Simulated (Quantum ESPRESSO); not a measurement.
Convergence of NMR parameters in SrTe

```xyz
2
Lattice="0.0000 3.3558 3.3558 3.3558 0.0000 3.3558 3.3558 3.3558 0.0000" Properties=species:S:1:pos:R:3 pbc="T T T"
Sr     0.0000     0.0000     0.0000
Te     3.3558     3.3558     3.3558
```
The geometry is a computed Materials Project entry, not a measured one. It is SrTe in Fm-3m; whether this form has been observed was not checked. Stability against distortions was not tested.

Method: σ by PBE GIPAW on JTH datasets (Quantum ESPRESSO, modified build). The cutoff rises from row to row, with the meshes as listed. Costs are rough, from a shared machine. These are absolute shieldings with no macroscopic susceptibility term; δ = σ_ref − σ needs a reference computed alike. No spin–orbit coupling; Te is the heaviest element present. The datasets of Te hold no d projectors, which limits absolute σ on these atoms.

| setting | cutoff (Ha) | k-mesh |
|---|---|---|
| A | 8 | 3×3×3 through Γ |
| B | 10 | 5×5×5 shifted |
| C | 20 | 7×7×7 shifted |
| D | 30 | 10×10×10 shifted |

From which setting on does σ_iso Te (ppm) stay within 5 of the tightest run?

From C on. Differences from the tightest run: A -276.3, B 25.1, C 2.5.

| setting | cutoff (Ha) | k-mesh | σ_iso Sr (ppm) | σ_iso Te (ppm) | f-sum rule missed by (%) | rough cost ratio |
|---|---|---|---|---|---|---|
| A | 8 | 3×3×3 through Γ | 2427.6 | 2724.5 | 4.4 | about 1 |
| B | 10 | 5×5×5 shifted | 2646.7 | 3025.9 | 0.04 | 3 |
| C | 20 | 7×7×7 shifted | 2657.3 | 3003.3 | 0.00 | 10 |
| D | 30 | 10×10×10 shifted | 2657.6 | 3000.8 | 0.00 | 60 |
